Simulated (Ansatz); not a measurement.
Ba$_{2}$LaTaO$_{6}$:
```yaml
crystal:
  lattice:
    - [5.26655, 3.04725, 0.00000]
    - [-5.26655, 3.04725, 0.00000]
    - [-3.55190, 0.00000, 5.04354]
  atoms:
    - { symbol: Ba, position: [0.24787, 0.75213, 0.74119] }
    - { symbol: Ba, position: [0.75213, 0.24787, 0.25881] }
    - { symbol: La, position: [0.00000, 0.00000, 0.00000] }
    - { symbol: Ta, position: [0.50000, 0.50000, 0.50000] }
    - { symbol: O, position: [0.69167, 0.77036, 0.68546] }
    - { symbol: O, position: [0.30833, 0.22964, 0.31454] }
    - { symbol: O, position: [0.77036, 0.69167, 0.31454] }
    - { symbol: O, position: [0.22964, 0.30833, 0.68546] }
    - { symbol: O, position: [0.27380, 0.72620, 0.20234] }
    - { symbol: O, position: [0.72620, 0.27380, 0.79766] }
```

Relaxed with r²SCAN. Special points in fractions of this cell's reciprocal vectors: Γ (0.000, 0.000, 0.000); C (0.375, 0.375, 0.000); C2 (-0.375, 0.625, 0.000); Y2 (-0.500, 0.500, 0.000); M2 (-0.500, 0.500, 0.500); D (-0.252, 0.748, 0.500); D2 (0.252, 0.252, 0.500); A (0.000, 0.000, 0.500); L2 (0.000, 0.500, 0.500); V2 (0.000, 0.500, 0.000).

List the band energies nearest the valence-band maximum at these points for r²SCAN with spin–orbit coupling in the plane-wave PAW code Ansatz.

In eV from the valence-band maximum; about four levels below and three above (degenerate sets whole), none deeper than 8.9 eV; points with the same levels are listed once.

| k | below | above |
|---|---|---|
| Γ | -0.24 -0.24 -0.23 -0.23 -0.20 -0.20 | 4.12 4.12 4.26 4.26 |
| C | -0.22 -0.22 -0.17 -0.17 | 4.53 4.53 5.31 5.31 |
| Y2 | -0.12 -0.12 -0.12 -0.12 | 4.11 4.11 5.44 5.44 |
| M2 | -0.30 -0.30 -0.23 -0.23 | 4.89 4.89 5.07 5.07 |
| D | -0.16 -0.16 -0.10 -0.10 | 4.82 4.82 5.08 5.08 |
| A | -0.31 -0.31 -0.05 -0.05 | 4.86 4.86 4.98 4.98 |
| L2 | -0.11 -0.11 -0.06 -0.06 | 4.27 4.27 5.47 5.47 |
| V2 | -0.32 -0.32 -0.24 -0.24 | 4.92 4.92 5.07 5.07 |

Space group C2/m. The first step of the workflow began from a Materials Project structure, measured or hypothetical; the Crystallography Open Database copy checked does not list it. Whether it is the stable phase at ambient conditions was not checked. The r²SCAN relaxation kept the symmetry of its start; its stability against distortions is not shown here. No spin polarisation was allowed.

Potentials: the later of the program's two PAW sets.
